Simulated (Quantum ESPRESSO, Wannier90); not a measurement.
## BP (wurtzite): Wannier90 run

Cell from Materials Project (mp-1008559), symmetrised, no further relaxation. Not found in the COD (Crystallography Open Database) copy used, which has the formula in other groups; not checked further. Level: PBEsol, no spin polarisation, no spin-orbit coupling; pw.x of Quantum ESPRESSO at 61 Ry with PseudoDojo potentials, 12×12×6 k-points, Wannier90. Density: 12×12×6 mesh, cold smearing 0.01 Ry.

On the energy scale of pw.x, whose zero is arbitrary, the valence-band maximum lies at 9.56 eV.

Input w.win:

```
num_bands = 21
num_wann = 16
exclude_bands = 22-26
num_iter = 800
conv_tol = 1.0e-6
conv_window = 4
dis_num_iter = 1000
dis_conv_tol = 1.0e-6
dis_froz_max = 11.93
write_hr = true
write_u_matrices = true
begin projections
f=-0.34399,0.33940,-0.49623: s;p
f=0.31721,-0.33550,0.00283: s;p
f=-0.34226,0.33097,-0.11728: s;p
f=0.33682,-0.34621,0.37170: s;p
end projections
begin unit_cell_cart
ang
    3.1883199500    0.0000000000    0.0000000000
   -1.5941599750    2.7611660721    0.0000000000
    0.0000000000    0.0000000000    5.2900700000
end unit_cell_cart
begin atoms_frac
B   -0.3333333333  0.3333333333 -0.4995900000
B    0.3333333333 -0.3333333333  0.0004100000
P   -0.3333333333  0.3333333333 -0.1254100000
P    0.3333333333 -0.3333333333  0.3745900000
end atoms_frac
mp_grid = 12 12 6
begin kpoints
0.0000000000 0.0000000000 0.0000000000
0.0000000000 0.0000000000 0.1666666667
0.0000000000 0.0000000000 0.3333333333
... (861 more lines: the 12x12x6 mesh through Gamma)
end kpoints
```

Input of pw2wannier90.x that gives the overlap and projection files (equivalent; here they were cut from one run over all bands):

```
&inputpp
  outdir = './out'
  prefix = 'pwscf'
  seedname = 'w'
  write_amn = .true.
  write_mmn = .true.
/
```

Output w.wout (banner and timings cut):

```
                                    ------
                                    SYSTEM
                                    ------

                              Lattice Vectors (Ang)
                    a_1     3.188320   0.000000   0.000000
                    a_2    -1.594160   2.761166   0.000000
                    a_3     0.000000   0.000000   5.290070

                   Unit Cell Volume:      46.57103  (Ang^3)

                        Reciprocal-Space Vectors (Ang^-1)
                    b_1     1.970688   1.137778  -0.000000
                    b_2     0.000000   2.275555   0.000000
                    b_3     0.000000  -0.000000   1.187732

 *----------------------------------------------------------------------------*
 |   Site       Fractional Coordinate          Cartesian Coordinate (Ang)     |
 +----------------------------------------------------------------------------+
 | b    1  -0.33333   0.33333  -0.49959   |   -1.59416   0.92039  -2.64287    |
 | b    2   0.33333  -0.33333   0.00041   |    1.59416  -0.92039   0.00217    |
 | p    1  -0.33333   0.33333  -0.12541   |   -1.59416   0.92039  -0.66343    |
 | p    2   0.33333  -0.33333   0.37459   |    1.59416  -0.92039   1.98161    |
 *----------------------------------------------------------------------------*
                                ------------
                                K-POINT GRID
                                ------------

             Grid size = 12 x 12 x  6      Total points =  864

 *---------------------------------- MAIN ------------------------------------*
 |  Number of Wannier Functions               :                16             |
 |  Number of Objective Wannier Functions     :                16             |
 |  Number of input Bloch states              :                21             |
 |  Output verbosity (1=low, 5=high)          :                 1             |
 |  Timing Level (1=low, 5=high)              :                 1             |
 |  Optimisation (0=memory, 3=speed)          :                 3             |
 |  Length Unit                               :               Ang             |
 |  Post-processing setup (write *.nnkp)      :                 F             |
 |  Using Gamma-only branch of algorithms     :                 F             |
 *----------------------------------------------------------------------------*
 *------------------------------- WANNIERISE ---------------------------------*
 |  Total number of iterations                :               800             |
 |  Number of CG steps before reset           :                 5             |
 |  Trial step length for line search         :             2.000             |
 |  Convergence tolerence                     :         0.100E-05             |
 |  Convergence window                        :                 4             |
 |  Iterations between writing output         :                 1             |
 |  Iterations between backing up to disk     :               100             |
 |  Write r^2_nm to file                      :                 F             |
 |  Write xyz WF centres to file              :                 F             |
 |  Write on-site energies <0n|H|0n> to file  :                 F             |
 |  Use guiding centre to control phases      :                 F             |
 |  Use phases for initial projections        :                 F             |
 *----------------------------------------------------------------------------*
 *------------------------------- DISENTANGLE --------------------------------*
 |  Using band disentanglement                :                 T             |
 |  Total number of iterations                :              1000             |
 |  Mixing ratio                              :             0.500             |
 |  Convergence tolerence                     :         1.000E-06             |
 |  Convergence window                        :                 3             |
 *----------------------------------------------------------------------------*
 *-------------------------------- PLOTTING ----------------------------------*
 |  Plotting Hamiltonian in WF basis          :                 T             |
 *----------------------------------------------------------------------------*

 *---------------------------------- K-MESH ----------------------------------*
 +----------------------------------------------------------------------------+
 |                    Distance to Nearest-Neighbour Shells                    |
 |                    ------------------------------------                    |
 |          Shell             Distance (Ang^-1)          Multiplicity         |
 |          -----             -----------------          ------------         |
 |             1                   0.189630                      6            |
 |             2                   0.197955                      2            |
 |             3                   0.274127                     12            |
 |             4                   0.328448                      6            |
 |             5                   0.379259                      6            |
 |             6                   0.383490                     12            |
 |             7                   0.395911                      2            |
 |             8                   0.427813                     12            |
       ... (lines left out)
 +----------------------------------------------------------------------------+
 | The b-vectors are chosen automatically                                     |
 | The following shells are used:                       1,  2                 |
 +----------------------------------------------------------------------------+
 |                        Shell   # Nearest-Neighbours                        |
 |                        -----   --------------------                        |
 |                          1               6                                 |
 |                          2               2                                 |
 +----------------------------------------------------------------------------+
 | Completeness relation is fully satisfied [Eq. (B1), PRB 56, 12847 (1997)]  |
 +----------------------------------------------------------------------------+
 |                  b_k Vectors (Ang^-1) and Weights (Ang^2)                  |
 |                  ----------------------------------------                  |
 |            No.         b_k(x)      b_k(y)      b_k(z)        w_b           |
 |            ---        --------------------------------     --------        |
 |             1         0.000000    0.189630    0.000000     9.269719        |
 |             2         0.164224    0.094815    0.000000     9.269719        |
 |             3         0.000000   -0.189630    0.000000     9.269719        |
 |             4         0.164224   -0.094815    0.000000     9.269719        |
 |             5        -0.164224   -0.094815    0.000000     9.269719        |
 |             6        -0.164224    0.094815    0.000000     9.269719        |
 |             7         0.000000    0.000000    0.197955    12.759557        |
 |             8         0.000000    0.000000   -0.197955    12.759557        |
 +----------------------------------------------------------------------------+
 |                           b_k Directions (Ang^-1)                          |
 |                           -----------------------                          |
 |            No.           x           y           z                         |
 |            ---        --------------------------------                     |
 |             1         0.000000    0.189630    0.000000                     |
 |             2         0.164224    0.094815    0.000000                     |
 |             3         0.164224   -0.094815    0.000000                     |
 |             4         0.000000    0.000000    0.197955                     |
 +----------------------------------------------------------------------------+

 Starting a new Wannier90 calculation ...

 Reading overlaps from w.mmn

 Reading projections from w.amn

 *------------------------------- DISENTANGLE --------------------------------*
 +----------------------------------------------------------------------------+
 |                              Energy  Windows                               |
 |                              ---------------                               |
 |                   Outer:   -6.28906  to   27.55267  (eV)                   |
 |                   Inner:   -6.28906  to   11.93000  (eV)                   |
 +----------------------------------------------------------------------------+
   Number of target bands to extract:   16

                   Unitarised projection of Wannier functions
                   ------------------------------------------
   A_mn = <psi_m|g_n> --> S = A.A^+ --> U = S^-1/2.A
   In dis_project... done
   Using an inner window (linner = T)
   In dis_proj_froz... done

                   Extraction of optimally-connected subspace
                   ------------------------------------------
 +---------------------------------------------------------------------+<-- DIS
 |  Iter     Omega_I(i-1)      Omega_I(i)      Delta (frac.)           |<-- DIS
 +---------------------------------------------------------------------+<-- DIS
       1      32.23453834      27.30409484       1.806E-01    <-- DIS
       2      28.74963271      25.67862158       1.196E-01    <-- DIS
       3      26.89459972      24.48152896       9.857E-02    <-- DIS
       4      25.43441526      23.55334294       7.986E-02    <-- DIS
       5      24.28949762      22.81352397       6.470E-02    <-- DIS
       6      23.38411681      22.21166422       5.279E-02    <-- DIS
       ... (lines left out)
     101      17.86909159      17.86608692       1.682E-04    <-- DIS
       ... (lines left out)
     201      17.83362103      17.83346683       8.647E-06    <-- DIS
       ... (lines left out)
     296      17.83262647      17.83260880       9.907E-07    <-- DIS
     297      17.83262462      17.83260731       9.703E-07    <-- DIS
     298      17.83262282      17.83260587       9.504E-07    <-- DIS

             <<<      Delta < 1.000E-06  over  3 iterations     >>>
             <<< Disentanglement convergence criteria satisfied >>>

        Final Omega_I    17.83260587 (Ang^2)

 +----------------------------------------------------------------------------+

 Writing checkpoint file w.chk... done

 *------------------------------- WANNIERISE ---------------------------------*
 +--------------------------------------------------------------------+<-- CONV
 | Iter  Delta Spread     RMS Gradient      Spread (Ang^2)            |<-- CONV
 +--------------------------------------------------------------------+<-- CONV

 ------------------------------------------------------------------------------
 Initial State
  WF centre and spread    1  ( -1.653880,  0.950924, -2.627000 )     1.96349828
  WF centre and spread    2  ( -1.594238,  0.921221, -2.604339 )     1.93130392
  WF centre and spread    3  ( -1.548994,  0.945084, -2.701039 )     1.92327021
  WF centre and spread    4  ( -1.597504,  0.882541, -2.695058 )     1.87317148
  WF centre and spread    5  (  1.545889, -0.923286,  0.018832 )     2.05217272
  WF centre and spread    6  (  1.595084, -0.921391,  0.073299 )     2.03091797
  WF centre and spread    7  (  1.646930, -0.952945, -0.064596 )     1.95619579
  WF centre and spread    8  (  1.594701, -0.881674, -0.065340 )     1.96456266
  WF centre and spread    9  ( -1.606263,  0.915735, -0.627930 )     1.43518493
  WF centre and spread   10  ( -1.599730,  0.922036, -0.273851 )     1.91361668
  WF centre and spread   11  ( -1.586529,  0.647248, -0.840459 )     1.87085976
  WF centre and spread   12  ( -1.601096,  1.196971, -0.836998 )     1.86526814
  WF centre and spread   13  (  1.632342, -0.955679,  1.970501 )     1.44854072
  WF centre and spread   14  (  1.600017, -0.924139,  2.401214 )     1.89287471
  WF centre and spread   15  (  1.572342, -0.652485,  1.798412 )     1.87394751
  WF centre and spread   16  (  1.599445, -1.173572,  1.790891 )     1.88395393
  Sum of centres and spreads ( -0.001485, -0.003410, -5.283461 )    29.87933942

      0     0.299E+02     0.0000000000       29.8793394423  <-- CONV
        O_D=      0.1446761 O_OD=     11.9020575 O_TOT=     29.8793394 <-- SPRD
 ------------------------------------------------------------------------------
      1    -0.602E+00     0.3836162125       29.2769806902  <-- CONV
        O_D=      0.1272258 O_OD=     11.3171490 O_TOT=     29.2769807 <-- SPRD
      2    -0.711E+00     0.4528476219       28.5655131096  <-- CONV
        O_D=      0.1274110 O_OD=     10.6054963 O_TOT=     28.5655131 <-- SPRD
      3    -0.692E+00     0.4744791861       27.8733155514  <-- CONV
        O_D=      0.1272057 O_OD=      9.9135040 O_TOT=     27.8733156 <-- SPRD
      4    -0.538E+00     0.4355677064       27.3357350880  <-- CONV
        O_D=      0.1248991 O_OD=      9.3782301 O_TOT=     27.3357351 <-- SPRD
      5    -0.332E+00     0.3582550829       27.0038151670  <-- CONV
        O_D=      0.1199597 O_OD=      9.0512496 O_TOT=     27.0038152 <-- SPRD
       ... (lines left out)
    100    -0.622E-02     0.0421173257       20.6429313785  <-- CONV
        O_D=      0.0601618 O_OD=      2.7501637 O_TOT=     20.6429314 <-- SPRD
       ... (lines left out)
    200    -0.128E-03     0.0064605861       20.5288319014  <-- CONV
        O_D=      0.0606514 O_OD=      2.6355746 O_TOT=     20.5288319 <-- SPRD
       ... (lines left out)
    300    -0.133E-04     0.0020514982       20.5241928406  <-- CONV
        O_D=      0.0608316 O_OD=      2.6307553 O_TOT=     20.5241928 <-- SPRD
       ... (lines left out)
    400    -0.445E-05     0.0012985212       20.5232545225  <-- CONV
        O_D=      0.0609081 O_OD=      2.6297406 O_TOT=     20.5232545 <-- SPRD
       ... (lines left out)
    500    -0.225E-05     0.0005779565       20.5229213856  <-- CONV
        O_D=      0.0609628 O_OD=      2.6293527 O_TOT=     20.5229214 <-- SPRD
       ... (lines left out)
    556    -0.108E-08     0.0004282942       20.5227881023  <-- CONV
        O_D=      0.0609914 O_OD=      2.6291908 O_TOT=     20.5227881 <-- SPRD
    557    -0.985E-06     0.0004282058       20.5227871175  <-- CONV
        O_D=      0.0609915 O_OD=      2.6291897 O_TOT=     20.5227871 <-- SPRD
    558    -0.444E-06     0.0006060897       20.5227866736  <-- CONV
        O_D=      0.0609915 O_OD=      2.6291893 O_TOT=     20.5227867 <-- SPRD
             <<<     Delta < 1.000E-06  over  4 iterations     >>>
             <<< Wannierisation convergence criteria satisfied >>>
 Final State
  WF centre and spread    1  ( -1.983993,  1.193363, -2.833399 )     1.33115522
  WF centre and spread    2  ( -1.585119,  0.916516, -2.087817 )     1.24501863
  WF centre and spread    3  ( -1.166125,  1.121154, -2.843002 )     1.33291595
  WF centre and spread    4  ( -1.637882,  0.448662, -2.840337 )     1.33282689
  WF centre and spread    5  (  1.187524, -1.171374, -0.200120 )     1.32346989
  WF centre and spread    6  (  1.594692, -0.922441,  0.572711 )     1.24966629
  WF centre and spread    7  (  2.016739, -1.146649, -0.198694 )     1.32416757
  WF centre and spread    8  (  1.579150, -0.442178, -0.197560 )     1.32392062
  WF centre and spread    9  ( -2.249055,  0.545026, -0.912355 )     1.26584562
  WF centre and spread   10  ( -1.595927,  0.921213,  0.120128 )     1.21510146
  WF centre and spread   11  ( -0.938840,  0.541665, -0.909526 )     1.26536825
  WF centre and spread   12  ( -1.596819,  1.675243, -0.912265 )     1.26610761
  WF centre and spread   13  (  2.250812, -0.540678,  1.734097 )     1.27450000
  WF centre and spread   14  (  1.595246, -0.920667,  2.765706 )     1.22217808
  WF centre and spread   15  (  0.937673, -0.541433,  1.734109 )     1.27590504
  WF centre and spread   16  (  1.593747, -1.679083,  1.734542 )     1.27463954
  Sum of centres and spreads (  0.001822, -0.001661, -5.273784 )    20.52278665

         Spreads (Ang^2)       Omega I      =    17.832605867
        ================       Omega D      =     0.060991525
                               Omega OD     =     2.629189282
    Final Spread (Ang^2)       Omega Total  =    20.522786674
```
